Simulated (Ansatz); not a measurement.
Values for one crystal, relaxed and computed with r²SCAN (plane waves, PAW; program Ansatz); other levels are named.

```yaml
volume_per_atom: 15.25 Å³
electronic_character: metallic (no gap)
Formation energy from the elements (no fitted shifts): -0.55 eV/atom
Density of states at the Fermi level: 0.10 states/eV per atom (mean over ±0.08 eV)
```

Which of these materials gives this?
A. K2Rh2O5, P4/mmm (Pearson symbol tP9)
B. Ag5Pb2O6, P-31m (Ag on 2e, Ag on 3f, Pb on 2d, O on 6k)
C. Y2Al3Si2, C2/m (Y on 4i, Al on 4i, Al on 2a, Si on 4i)
D. TaN, rock salt

B, Ag5Pb2O6, P-31m (Ag on 2e, Ag on 3f, Pb on 2d, O on 6k)

The workflow started from a Materials Project entry (that database holds measured and hypothetical structures alike); the Crystallography Open Database files this formula in space group No. 162, but the cells were not matched. Its standing as an ambient phase is unchecked. Symmetry was held in the r²SCAN relaxation; its stability against distortions is not shown here. The run is not spin-polarised. With an odd number of electrons in the cell and no spin polarisation, the count alone makes it a metal. The references are the lowest solids computed at this level, not always the standard phases (solids in place of the gases). Spin–orbit coupling is left out wherever it is not named.

Potentials: the later of the program's two PAW sets.
